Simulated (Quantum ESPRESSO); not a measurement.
Equation of state of Be2Si under PBE

Symmetry: Fm-3m, No. 225, cubic system. The conventional cell has a = 5.280 Å, b = 5.280 Å, c = 5.280 Å, α = 90.00°, β = 90.00°, γ = 90.00°. Si (site symmetry m-3m) is surrounded by 8 Be at 2.29 Å. Around Be (site symmetry -43m) lie 4 Si at 2.29 Å.

The cell comes from a database or a generator and needn't be the stable form of this composition.

The cell was scaled at fixed shape and fractions and run with Quantum ESPRESSO, SSSP 1.3 efficiency PBE, cutoff 748 eV; PBE, k mesh 9 × 9 × 9 on the cell of 3 atoms, fermi-dirac occupations of 0.05 eV, no spin polarisation, no spin-orbit coupling. Energies are those that the program minimises, any entropy of the smearing included. For a metal such a mesh isn't converged to the digits shown.

| V (Å³/atom) | energy over the lowest row (meV/atom) |
| --- | --- |
| 11.5305 | 16.623 |
| 11.7758 | 7.488 |
| 12.0212 | ? |
| 12.2665 | 0.000 |
| 12.5118 | 1.025 |
| 12.7572 | 4.861 |
| 13.0025 | 11.263 |

**Question.** Fit the third-order Birch-Murnaghan form, give V0, B0 and B′, and predict the energy left open.

**Answer.** With y = (V0/V)^(2/3), E = E0 + (9 V0 B0/16) [(y - 1)³ B′ + (y - 1)² (6 - 4y)]. Least squares through the rows shown give V0 = 12.3041 Å³/atom, E0 = -0.036 meV, B0 = 99.41 GPa (1 eV/Å³ = 160.218 GPa) and B′ = 3.59, with a largest miss of 0.001 meV. At V = 12.0212 the form with these constants gives 2.055 meV; the run gave 2.055 meV an atom.
